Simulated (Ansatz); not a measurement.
**Ga₂Cu: electron density at the nuclei under pressure**

```
Ga Cu
1.0
     2.83000    0.00000    0.00000
     0.00000    2.83000    0.00000
     0.00000    0.00000    5.83900
Ga Cu
2 1
Direct
  0.50000 0.50000 0.29500
  0.50000 0.50000 0.70500
  0.00000 0.00000 0.00000
```

Atoms are numbered in the order listed.

The geometry is COD entry 1524302, unchecked; take it as a test cell.

Computed with Ansatz 0.2.0, DFT, PBEsol, all-electron PAW with datasets made for the crystal, scalar-relativistic.

Settings: a Γ-centred 14×14×7 k mesh, Fermi–Dirac smearing of 0.08 eV, cutoff 320 eV (chosen by the program for this cell), no spin polarisation.

The contact density is the mean electron density over the nuclear volume; its changes follow the s electrons' response to bonding and compression. Changes below are taken from the unscaled cell, where it is 187126 e/Å³ at Ga1, 147324 e/Å³ at Cu3.

Volumes at which the program chose other datasets or cutoffs are left out.

```json
{"V/V(cell)": "0.9900", "P (GPa)": "-2.8", "Δρ(0) Ga1 (e/Å³)": "-0.28", "Δρ(0) Cu3 (e/Å³)": "0.26"}
{"V/V(cell)": "1.0000", "P (GPa)": "-3.6", "Δρ(0) Ga1 (e/Å³)": "0.00", "Δρ(0) Cu3 (e/Å³)": "0.00"}
{"V/V(cell)": "1.0100", "P (GPa)": "-4.4", "Δρ(0) Ga1 (e/Å³)": "?", "Δρ(0) Cu3 (e/Å³)": "?"}
{"V/V(cell)": "1.0200", "P (GPa)": "-5.1", "Δρ(0) Ga1 (e/Å³)": "?", "Δρ(0) Cu3 (e/Å³)": "-0.49"}
{"V/V(cell)": "1.0400", "P (GPa)": "-6.4", "Δρ(0) Ga1 (e/Å³)": "1.18", "Δρ(0) Cu3 (e/Å³)": "-0.97"}
{"V/V(cell)": "1.0600", "P (GPa)": "-7.5", "Δρ(0) Ga1 (e/Å³)": "1.82", "Δρ(0) Cu3 (e/Å³)": "-1.42"}
```

What belongs in the row "1.0100", column "Δρ(0) Cu3 (e/Å³)"?

-0.25.

Give the missing entry: row "1.0200", column "Δρ(0) Ga1 (e/Å³)".

0.58.

Give the missing entry: row "1.0100", column "Δρ(0) Ga1 (e/Å³)".

0.29.

The datasets are made afresh for each cell, so very small changes are uncertain.
